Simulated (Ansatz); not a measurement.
# Data sheet: RbVN$_{2}$ (DFT)

RbVN$_{2}$:
```cif
data_N4Rb2V2
_chemical_formula_sum 'Rb2 V2 N4'
_space_group_name_H-M_alt 'P 1'
_space_group_IT_number 1
_cell_length_a 5.68049
_cell_length_b 5.68049
_cell_length_c 5.68049
_cell_angle_alpha 120.252
_cell_angle_beta 120.252
_cell_angle_gamma 89.563
loop_
_space_group_symop_operation_xyz
  'x, y, z'
loop_
_atom_site_label
_atom_site_type_symbol
_atom_site_fract_x
_atom_site_fract_y
_atom_site_fract_z
_atom_site_occupancy
Rb1 Rb 0.25000 0.75000 0.50000 1
Rb2 Rb 0.50000 0.50000 0.00000 1
V1 V 0.75000 0.25000 0.50000 1
V2 V 0.00000 0.00000 0.00000 1
N1 N 0.37500 0.06103 0.18603 1
N2 N 0.93897 0.12500 0.31397 1
N3 N 0.87500 0.18897 0.81397 1
N4 N 0.81103 0.62500 0.68603 1
```

Space group I-42d (No. 122); conventional cell a = b = 5.6588 Å, c = 8.0640 Å, α = β = γ = 90.00°.

Method: LDA in the plane-wave PAW code Ansatz. Structure relaxed to zero pressure with the same functional. Other levels are named where they apply.

Cell and energy:

```yaml
volume_per_atom: 16.14 Å³
density: 4.23 g/cm³
Formation energy from the elements (no fitted shifts): -0.96 eV/atom
```

Electronic structure:

```yaml
band_gap: 0.70 eV (indirect)
valence_band_maximum: at Γ
conduction_band_minimum: on the Γ–M line, 25 % of the way from Γ (2 equivalent valleys)
smallest_direct_gap_on_the_standard_path: 0.84 eV
electron_effective_mass: 0.32, 0.32, 0.56 mₑ (principal values)
```

Dielectric response:

```yaml
Electronic dielectric constant ε∞ (DFPT): 12.6 (xx = yy), 12.6 (zz)
Static dielectric constant ε0 (ions relaxed, cell fixed): 33.8 (xx = yy), 36.5 (zz)
Born charges (a third of the trace): Rb +1.25, V +8.57, N -4.91 e
```

Phonons:

```yaml
Highest zone-centre frequency (without LO–TO term): 1056 cm^-1
zone_centre_stability: no imaginary mode at Γ
dynamical_stability_on_the_path: unstable, down to 33i cm⁻¹
```

The first step of the workflow began from a Materials Project structure, measured or hypothetical; the Crystallography Open Database copy checked does not list it. Whether it is the stable phase at ambient conditions was not checked. The LDA relaxation kept the symmetry of its start. No spin polarisation was allowed. The references are the lowest solids computed at this level, not always the standard phases (solids in place of the gases). Scalar-relativistic: spin–orbit coupling is off unless named, which matters more the heavier the elements.

Potentials: the later of the program's two PAW sets.
